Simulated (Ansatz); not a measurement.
Values for one crystal, relaxed and computed with plane-wave PAW r²SCAN (Ansatz code); other levels are named.

| Item | Result |
|---|---|
| Volume per atom | 19.76 Å³ |
| Electronic character | metallic (no gap) |
| Density of states at the Fermi level | 0.20 states/eV per atom (mean over ±0.08 eV) |
| Formation energy from the elements (no fitted shifts) | -0.69 eV/atom |

**Question.** Which compound is it?
(A) ZrIn3, I4/mmm (Zr on 2a, In on 4d, In on 2b)
(B) GaPt3, I4/mcm (Ga on 4b, Pt on 8h, Pt on 4a)
(C) Y3In5, Cmcm (Pearson symbol oS32)
(D) Y2Ga3Cu, P3m1 (Pearson symbol hP6)

**Answer.** D, Y2Ga3Cu, P3m1 (Pearson symbol hP6)

The first step of the workflow began from a Materials Project structure, measured or hypothetical; the Crystallography Open Database copy checked does not list it. With Ga and Cu taken as one species the cell has the higher symmetry P-3m1, so it may be an ordered model of a mixed-site phase. Whether it is the stable phase at ambient conditions was not checked. The r²SCAN relaxation kept the symmetry of its start; whether a distortion lowers the energy is not shown. No spin polarisation was allowed. The references are the lowest solids computed at this level, not always the standard phases. Spin–orbit coupling is left out wherever it is not named.

Potentials: the earlier of the program's two PAW sets.
